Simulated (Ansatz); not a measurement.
Sb (Pm-3m), trigonal deformation path

These are results of DFT PBEsol, scalar-relativistic, plane waves, PAW (Ansatz 0.2.0), not measurements. The runs took a 420 eV cutoff, a Γ-centred 16×16×16 mesh and Gaussian smearing (0.15 eV). No spin polarisation. Energies are free energies at this smearing, counted from the undisturbed cell; pressure is positive in compression.

The starting cell (as given, not relaxed at this level; it stands at -4.9 GPa; this simple cubic form isn't the usual structure):

```yaml
crystal:
  lattice:
    - [3.16000, 0.00000, 0.00000]
    - [0.00000, 3.16000, 0.00000]
    - [0.00000, 0.00000, 3.16000]
  atoms:
    - { symbol: Sb, position: [0.00000, 0.00000, 0.00000] }
```

At fixed volume and fractional coordinates, lengths along (0.577, 0.577, 0.577) are scaled against those across it; ρ is that ratio over its starting value. The cell is metallic on the mesh throughout. At ρ = 0.500 the cell becomes cubic (Im-3m); At ρ = 2.000 the cell becomes cubic (Fm-3m), and there the slope of the energy vanishes by symmetry.

```
    ρ  ΔE (meV/atom)
0.500          281.2
0.600          273.2
0.710          152.8
0.850           41.9
1.000            0.0
1.200           63.6
1.410          190.7
1.700          317.5
2.000          354.5
```

(1) Predict the pressure (GPa) at each point.

## Answers

(1)
```
    ρ  pressure (GPa)
0.500            -8.7
0.600            -7.7
0.710            -6.6
0.850            -5.3
1.000            -4.9
1.200            -5.2
1.410            -6.3
1.700            -7.6
2.000            -8.1
```